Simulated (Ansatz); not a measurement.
Relaxed candidate structures of Y2S3:

A. R-3m, hexagonal axes (No. 166), hR5; a = 3.9184 Å, b = 3.9184 Å, c = 27.7121 Å, α = 90.00°, β = 90.00°, γ = 120.00°; S 6c (0.000, 0.000, 0.059); Y 6c (0.000, 0.000, 0.230); S 3b (0.000, 0.000, 0.500)

B. P-3m1 (No. 164), hP5; a = b = 3.9549 Å, c = 8.5486 Å, α = β = 90.00°, γ = 120.00°; S 2d (0.667, 0.333, 0.156); Y 2d (0.333, 0.667, 0.297); S 1b (0.000, 0.000, 0.500)

C. P-3m1 (No. 164), hP10; a = b = 3.919 Å, c = 17.998 Å, α = β = 90.00°, γ = 120.00°; S 2d (0.333, 0.667, 0.077); Y 2c (0.000, 0.000, 0.147); S 2d (0.667, 0.333, 0.244); Y 2d (0.333, 0.667, 0.340); S 2c (0.000, 0.000, 0.410)

### Question
Put the candidates in order of energy per atom, lowest first, for PBEsol-D3(BJ) (plane waves to 420 eV, PAW, scalar-relativistic; Ansatz, a first-principles code).

### Answer
B (reference), C (+13 meV/atom), A (+22 meV/atom)

### Question
Give each candidate's band gap.

### Answer
No candidate is metallic. A: 1.77 eV (no spin-orbit coupling); B: 1.43 eV (no spin-orbit coupling); C: 1.83 eV (no spin-orbit coupling).

The lowest structure calculated, P6₃mc, hP10, is not among these; it lies under 0.01 eV/atom below the lowest of them. Each run could gain symmetry but not lose that of its start, so entries can be saddle points. All of these are generated cells (placed on structure types, drawn at random, substituted or restacked) that were not matched to a known phase here. The real structure of this composition may not be among these. Static energies at zero pressure. Each cell has its own k-point mesh; energy differences are given only to the digits this allows. No spin polarisation in the result. Gaps of cells over 8 atoms come from the SCF mesh and high-symmetry points alone.
